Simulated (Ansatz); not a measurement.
Recipe of this trial structure of B₃C₂: random cell by space group and Wyckoff sites (Pm-3m, No. 221). Lengths were set from tabulated atomic sizes, so they are only a guess.

```xyz
5
Lattice="3.7362 0.0000 0.0000 0.0000 3.7362 0.0000 0.0000 0.0000 3.7362" Properties=species:S:1:pos:R:3 pbc="T T T"
B     1.8681    0.0000    0.0000
B     0.0000    1.8681    0.0000
B     0.0000    0.0000    1.8681
C     0.0000    0.0000    0.0000
C     1.8681    1.8681    1.8681
```

All numbers below come from DFT PBE, scalar-relativistic, plane waves, PAW (Ansatz 0.2.0). Cutoff 420 eV, Gaussian smearing, Γ-centred meshes. Cell and atoms relax first on a coarse mesh and then on a finer one. In between, the cell is made exact in the group found at 0.06 Å. In metals the finer mesh still leaves noise of several meV/atom or more. The steps can't lower the symmetry of their start. No spin polarisation in the relaxation; trial moments died out in a coarse test.

A guess keeps its type if space group and coordination stay and the shape of the cell changes little (axis ratios within about 15 %, angles within 6°); the volume may change.

Question: Does this structure survive the relaxation?

Answer: It keeps its type: symmetry leaves only the cell edge free. The symmetry stays Pm-3m (No. 221). The volume per atom shrinks by 33.1 %, from 10.4 to 7.0 Å³. The shortest distance goes from 1.87 Å (B–C) to 1.63 Å (B–C). Counting neighbours within 15 % of an atom's shortest distance, the start has B 2, C 6/12 and the end B 2, C 6/12.

The last run used a 12×12×12 mesh for its 5-atom cell and Gaussian smearing of 0.10 eV. An odd number of electrons in the primitive cell allows no gap without spin; a larger cell or a magnetic state could open one. Symmetry constrained the relaxation, so the result can be a saddle point. Another cell of B3C2 relaxed alike, in P-6m2, lies 1.63 eV/atom lower, so this cell isn't the stable form at this level.

In counts of neighbours, a slash parts the counts of unlike sites.
